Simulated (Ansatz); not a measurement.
Ca: all-electron results

```
Ca
1.0
     0.00000    2.79420    2.79420
     2.79420    0.00000    2.79420
     2.79420    2.79420    0.00000
Ca
1
Direct
  0.00000 0.00000 0.00000
```

Structure: COD 9011033, as refined from experiment and not relaxed.

Theory: DFT, PBEsol, all-electron LAPW, scalar-relativistic (Ansatz 0.2.0).

The runs use a Γ-centred 11×11×11 k mesh, Fermi–Dirac smearing of 0.05 eV, basis error target 1 meV/atom, no spin polarisation.

| Item | Value |
| --- | --- |
| Pressure at this cell | -1.16 GPa |
| Band gap | none at this level of theory (metallic, semimetallic, or a small gap that the functional closes) |
| Density of states at the Fermi level (0.2 eV bin) | 1.25 states/eV per cell |
| Volume per atom | 43.63 Å³ |
